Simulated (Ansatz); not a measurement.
# What internal relaxation does to the elastic constants of TiCo$_{2}$

Computed with DFT LDA, scalar-relativistic, plane waves, PAW (Ansatz 0.2.0). Plane waves to 420 eV; Γ-centred k mesh 10×10×10; Fermi-Dirac smearing of 0.15 eV. No spin polarisation.

The cell, relaxed at this level:
```
Ti Co
1.0
     0.00000    3.24742    3.24742
     3.24742    0.00000    3.24742
     3.24742    3.24742    0.00000
Ti Co
2 4
Direct
  0.50000 0.50000 0.50000
  0.75000 0.75000 0.75000
  0.12500 0.12500 0.12500
  0.62500 0.12500 0.12500
  0.12500 0.12500 0.62500
  0.12500 0.62500 0.12500
```

In a metal, frequencies and elastic constants depend on the k mesh and the smearing, soft modes and shear constants most. Spin polarisation was left out, and a magnetic state may lie lower.

Clamped-ion constants (GPa, Voigt order; atoms follow the strain homogeneously):
```
370.9 182.9 182.9   0.0   0.0   0.0
182.9 370.9 182.9   0.0   0.0   0.0
182.9 182.9 370.9   0.0   0.0   0.0
  0.0   0.0   0.0 143.8   0.0   0.0
  0.0   0.0   0.0   0.0 143.8   0.0
  0.0   0.0   0.0   0.0   0.0 143.8
```

What are the constants once the atoms relax in each strained cell?

Answers

```
370.9 182.9 182.9   0.0   0.0   0.0
182.9 370.9 182.9   0.0   0.0   0.0
182.9 182.9 370.9   0.0   0.0   0.0
  0.0   0.0   0.0 140.6   0.0   0.0
  0.0   0.0   0.0   0.0 140.6   0.0
  0.0   0.0   0.0   0.0   0.0 140.6
```
The Voigt shear modulus goes from 123.9 to 121.9 GPa and the Voigt bulk modulus doesn't change. Relaxation subtracts ΛᵀK⁻¹Λ/V, with Λ the forces that a strain puts on the atoms and K the zone-centre force constants. At a stable cell this can only lower the diagonal constants, and it acts only for strains that share their symmetry with an optical mode; elsewhere, and where the coupling is weak, the constants hardly move.

Cost: 2 runs of about 9.8 core-minutes in all, on Intel Xeon Processor @ 2.50GHz (Skylake/Cascade Lake), Oxide Virtual Turin-like Processor (Zen 5) (shared hosts).